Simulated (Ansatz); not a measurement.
TePt (Cmcm), relaxed with PBEsol (Ansatz, a first-principles code, plane waves, PAW): a = 3.9374 Å, b = 10.5275 Å, c = 3.8911 Å, α = 90.00°, β = 90.00°, γ = 90.00°.

| Property | Value |
|---|---|
| ΔH_f (eV/atom) | -0.15 |
| B₀ by P(V) fit (GPa) | 139 |

### Question
The same phase is relaxed and computed with r²SCAN in the same code. What are the cell and these values now?

### Answer
a = 3.9827 Å, b = 10.7889 Å, c = 3.8893 Å, α = 90.00°, β = 90.00°, γ = 90.00°.

- ΔH_f (eV/atom): -0.10
- B₀ by P(V) fit (GPa): 99.9

Typed or built starts, not in the databases checked: TePt, Cmcm (Te on 4c, Pt on 4c). All cells were relaxed under the symmetry of their starts (and spin orders); stability against distortions was not tested throughout. Rows with no word on spin ran without spin polarisation. Spin–orbit coupling is left out wherever it is not named.

Potentials: the later of the program's two PAW sets.

Ansatz is a plane-wave DFT program.

Formation energies count from the lowest solids of the elements computed at the same level, not from gases.
